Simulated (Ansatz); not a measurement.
A 14-atom cell of Si3N4 (P6_3/m) from a materials database: an Ansatz output whose functional has been blanked. The cell was relaxed with r2SCAN and then strained (isotropic -3.0 % on every length), with the atoms relaxed again with r2SCAN; k points keep the names of the unstrained zone.

```yaml
crystal:
  lattice:
    - [7.37749, 0.00000, 0.00000]
    - [-3.68875, 6.38910, 0.00000]
    - [0.00000, 0.00000, 2.81848]
  atoms:
    - { symbol: Si, position: [0.23628, 0.82986, 0.75000] }
    - { symbol: Si, position: [0.40643, 0.23628, 0.25000] }
    - { symbol: Si, position: [0.82986, 0.59357, 0.25000] }
    - { symbol: Si, position: [0.17014, 0.40643, 0.75000] }
    - { symbol: Si, position: [0.59357, 0.76372, 0.75000] }
    - { symbol: Si, position: [0.76372, 0.17014, 0.25000] }
    - { symbol: N, position: [0.33333, 0.66667, 0.75000] }
    - { symbol: N, position: [0.66667, 0.33333, 0.25000] }
    - { symbol: N, position: [0.97413, 0.67105, 0.75000] }
    - { symbol: N, position: [0.30309, 0.97413, 0.25000] }
    - { symbol: N, position: [0.67105, 0.69691, 0.25000] }
    - { symbol: N, position: [0.32895, 0.30309, 0.75000] }
    - { symbol: N, position: [0.02587, 0.32895, 0.25000] }
    - { symbol: N, position: [0.69691, 0.02587, 0.75000] }
```

```
Pseudopotential: Si, paw, valence charge 4, recommended cutoff 420 eV
Pseudopotential: N, paw, valence charge 5, recommended cutoff 420 eV
Crystal: 14 atoms, lattice volume = 132.850 Å³
Basis set: ecut = 420 eV, 2637 PW (Γ)
Bands: 39, of which v1, the nominal top of the filled ones, is band 32 counted from 1 (31 counted from 0)
Symmetry: 12 space group operations
Space group: P63/m (ITA 176)
k-points: 12 of 54
hybrid outer 1: dexx = +2.292e-2 eV, tail = 2.94e-5 eV
hybrid outer 2: dexx = +3.805e-7 eV, tail = 1.68e-8 eV, Δε = 1.31e-3 eV, ΔF = 8.70e-4 eV/Å
hybrid SCF converged: 2 outer / 11 inner (+2 warm-up)
Free energy (F): -6904.153451 eV
Fermi energy:    8.512795 eV
--- Per-component energies (eV) ---
  E_band       = 22.792973
  E_kinetic    = 1393.856837
  E_local      = -2087.425831
  E_nonlocal   = 510.121648
  E_hartree    = 705.909108
  E_xc         = -677.632962
  E_vxc        = -743.583755
  E_exx        = -152.936103
  E_paw        = -4116.356393
  E_vpaw       = -156.119865
  E_ewald      = -2479.158740
  E_core_change = -0.531871
--- Forces (eV/Å), atoms counted from 1 ---
  atom   1  Si      0.04006      0.00769      0.00000
  atom   2  Si      0.01337      0.03854      0.00000
  atom   3  Si      0.02669    -0.03085      0.00000
  atom   4  Si    -0.02669      0.03085      0.00000
  atom   5  Si    -0.01337    -0.03854      0.00000
  atom   6  Si    -0.04006    -0.00769      0.00000
  atom   7  N       0.00000      0.00000      0.00000
  atom   8  N       0.00000      0.00000      0.00000
  atom   9  N       0.00137      0.00300      0.00000
  atom  10  N     -0.00191      0.00269      0.00000
  atom  11  N       0.00328      0.00031      0.00000
  atom  12  N     -0.00328    -0.00031      0.00000
  atom  13  N     -0.00137    -0.00300      0.00000
  atom  14  N       0.00191    -0.00269      0.00000
--- Stress (GPa, compression-positive) ---
       26.350076       0.000002       0.000000
       -0.000002      26.350076       0.000000
        0.000000       0.000000      28.281390
  P = ⅓ Tr σ = 26.9938 GPa (269.938 kbar)
--- Band table (eV; the first three rows and the last of 12) ---
  k-point 0: bands = […, 6.8172, 7.0339, 7.0339, 7.9542, 8.1000, 8.2842, 14.6649, 15.0425, 15.5027, 15.5027, …]
  k-point 1: bands = […, 6.7094, 6.8066, 7.0667, 7.0667, 7.1742, 8.5128, 15.8506, 16.6332, 16.6332, 16.7026, …]
  k-point 2: bands = […, 6.3075, 6.5210, 6.5210, 6.8595, 6.8595, 8.0614, 15.3933, 15.3933, 16.3443, 16.3443, …]
  k-point 11: bands = […, 6.2405, 6.2405, 6.8865, 6.8865, 7.1407, 7.1407, 15.4674, 15.4674, 16.0184, 16.0184, …]
```

Levels at the listed points, from bands.tsv (eV from the Fermi energy, bands near the gap, counted from 0):
```tsv
# k_distance	band_27	band_28	band_29	band_30	band_31	band_32	band_33	band_34	band_35
# fermi_ev = 8.512795
# [0, 0, 0] at k_distance = 0.000000
# [0.5, 0, 0] at k_distance = 0.491712
# [0.3333333333, 0.3333333333, 0] at k_distance = 0.775601
# [0, 0, 0.5] at k_distance = 2.026521
# [0.5, 0, 0.5] at k_distance = 2.518233
# [0.3333333333, 0.3333333333, 0.5] at k_distance = 2.802122
# [0, 0, 0.15625] at k_distance = 3.755859
# levels_relative_to = fermi_ev
0.000	-1.479	-1.479	-0.559	-0.413	-0.229	6.152	6.530	6.990	6.990
0.492	-1.911	-1.588	-0.875	-0.392	-0.299	6.576	6.704	6.825	7.367
0.776	-1.874	-1.310	-1.310	-0.339	-0.339	6.683	6.834	6.834	7.570
2.027	-1.911	-1.911	-1.911	-1.674	-1.674	6.406	6.406	6.406	6.406
2.518	-2.255	-1.763	-1.763	-1.280	-1.280	6.626	6.626	7.665	7.665
2.802	-2.272	-1.626	-1.626	-1.372	-1.372	6.955	6.955	7.506	7.506
3.756	-1.593	-1.443	-1.443	-1.269	0.001	7.254	7.985	8.103	8.103
```
In order the rows are Γ, M, K, A, L, H, Γ–A (0.31).

Task: Which level of theory was used?
A. LC-ωPBE
B. r2SCAN0
C. r2SCANh
D. HSE06

Result: D. HSE06. The exchange loop and the term E_exx show exact exchange. With HSE06 the valence top lies at Γ–A (0.31 of the way from Γ) and the conduction bottom at Γ, 6.15 eV higher; the smallest vertical gap, at Γ, is 6.38 eV. Among hybrids the size of the gap and of E_exx follows the share and range of exact exchange. The stress of a hybrid is loosely converged here. The log narrows the family; the member has to be judged from the numbers.

Wall time 44 s on 1 × NVIDIA H100 80GB HBM3 with 2 threads of AMD EPYC 7R13 Processor (Zen 3) (shared host); peak host memory 2.2 GiB.

Spin-unpolarised throughout; all numbers are computed.

The meshes of the hybrids are coarse, so their gaps aren't converged to the digits shown.
